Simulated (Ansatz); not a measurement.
## Computed properties of TiP

TiP:
```xyz
2
Lattice="3.0730 0.0000 0.0000 0.0000 3.0730 0.0000 0.0000 0.0000 3.0730" Properties=species:S:1:pos:R:3 pbc="T T T"
Ti     0.0000     0.0000     0.0000
P      1.5365     1.5365     1.5365
```

Space group Pm-3m (No. 221), CsCl type; conventional cell a = 3.073 Å, b = 3.073 Å, c = 3.073 Å, α = 90.00°, β = 90.00°, γ = 90.00°.

Method: r²SCAN in the plane-wave PAW code Ansatz. Structure relaxed to zero pressure with the same functional. Other levels are named where they apply.

### Cell and energy

```json
{
 "volume_per_atom": "14.51 Å³",
 "density": "4.51 g/cm³",
 "Formation energy from the elements (no fitted shifts)": "-0.74 eV/atom"
}
```

### Electronic structure

```json
{
 "electronic_character": "metallic (no gap)",
 "Density of states at the Fermi level": "1.2 states/eV per atom (mean over ±0.08 eV)"
}
```

### Mechanics

```json
{
 "Bulk modulus (Birch–Murnaghan fit)": "145 GPa",
 "Pressure derivative B′": "3.9",
 "Elastic constants (relaxed ions, GPa)": "C11 = 156, C12 = 140, C44 = -30.1",
 "mechanical_stability": "unstable (C has a negative eigenvalue)"
}
```

### Charges

```json
{
  "bader_charges": "Ti +1.35, P -1.35 e"
}
```

The cell is a constructed one: a structure type filled with these elements; neither database checked (COD, Materials Project) lists it. COD files the formula under space group No. 194. Its standing as an ambient phase is unchecked. The r²SCAN relaxation kept the symmetry of its start. The run is not spin-polarised. As this level gives no gap, shear constants depend on the k-mesh and smearing (Fermi–Dirac, 0.1 eV here). The references are the lowest solids computed at this level, not always the standard phases.

Potentials: the earlier of the program's two PAW sets.
